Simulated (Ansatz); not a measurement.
## MgMn2Se4O12, one structure, two calculations

Cell: a Materials Project structure (computed, not necessarily an observed phase), atoms as given.

```
Mg Mn Se O
1.0
     5.21149    0.00000    0.00000
     0.05510    6.59234    0.00000
     0.62740    1.12588    8.26860
Mg Mn Se O
1 2 4 12
Direct
  0.50066 0.00009 0.49956
  0.50012 0.50006 0.50003
  0.99992 0.99998 0.00000
  0.47181 0.81043 0.17225
  0.98390 0.28173 0.32343
  0.01635 0.71829 0.67658
  0.52796 0.18950 0.82776
  0.44594 0.43082 0.73327
  0.10030 0.93987 0.74099
  0.55395 0.56913 0.26677
  0.89895 0.06020 0.25925
  0.80278 0.24518 0.91552
  0.75165 0.77601 0.56700
  0.73785 0.26697 0.49183
  0.69533 0.82746 0.00531
  0.26253 0.73333 0.50826
  0.30445 0.17246 0.99470
  0.24861 0.22375 0.43291
  0.19693 0.75474 0.08458
```

Sites (sets of like atoms) are named by element and the number of their first atom in this list.

First run. The numbers come from a DFT calculation in Ansatz (PBE, plane waves and PAW, scalar-relativistic, collinear spin, 420 eV cutoff, Γ-centred 4×3×3 k-points, Fermi–Dirac smearing 0.02 eV). Start moments as typed (μB): 4 on each Mn, none on the rest.

| site | atom | V_zz (10²¹ V/m²) | η | m (μB) |
| --- | --- | --- | --- | --- |
| Mg | 1 | 4.07 | 0.53 | 0.00 |
| Mn2 | 2 | -1.66 | 0.85 | 3.22 |
| Mn3 | 3 | -1.98 | 0.64 | 3.23 |
| Se4 | 4 | -30.5 | 0.11 | 0.01 |
| Se5 | 5 | -33.6 | 0.28 | 0.01 |
| O8 | 8 | 13.20 | 0.42 | 0.01 |
| O9 | 9 | 13.83 | 0.34 | 0.04 |
| O12 | 12 | 13.53 | 0.53 | 0.00 |
| O13 | 13 | 13.08 | 0.37 | 0.04 |
| O14 | 14 | 11.75 | 0.65 | 0.01 |
| O15 | 15 | 13.40 | 0.45 | 0.01 |

Second run. The same atoms and settings, except that the start moments (μB) are 0 4 -4 0 0 0 0 0 0 0 0 0 0 0 0 0 0 0 0 by atom.

Task: What does the second run give?

Result: 

```csv
site,atom,V_zz,η,change of V_zz,m (μB)
Mg,1,4.07,0.53,0.00,0.00
Mn2,2,-1.71,0.71,-0.05,3.19
Mn3,3,-2.20,0.57,-0.22,-3.23
Se4,4,-30.4,0.11,+0.06,0.00
Se5,5,-33.7,0.28,-0.11,0.00
O8,8,13.17,0.42,-0.03,0.01
O9,9,13.86,0.34,+0.03,-0.03
O12,12,13.54,0.53,+0.01,0.01
O13,13,13.07,0.37,-0.01,0.03
O14,14,11.69,0.65,-0.06,0.00
O15,15,13.42,0.45,+0.02,-0.01
```

The largest change of V_zz is on Mn3, from -1.98 to -2.20. In per cent, |V_zz| changes by 0 on Mg, +3 to +12 on Mn, 0 on Se, -1 to 0 on O (all sites that start above 0.5). The absolute magnetisation of the cell goes from 8.4 to 8.2 μB.

The largest force is 0.4 eV/Å, so the atoms aren't at the calculated equilibrium and relaxing them would move these values. The magnetic order is the one that the run reached from its start moments, not necessarily the measured one.
For the first run: The program didn't check the stability of this electronic state in full, so a lower one may lie near. All moments are parallel here, as the start or the cell imposes; many such compounds order antiparallel, where fields and spin densities carried over to other atoms largely cancel.
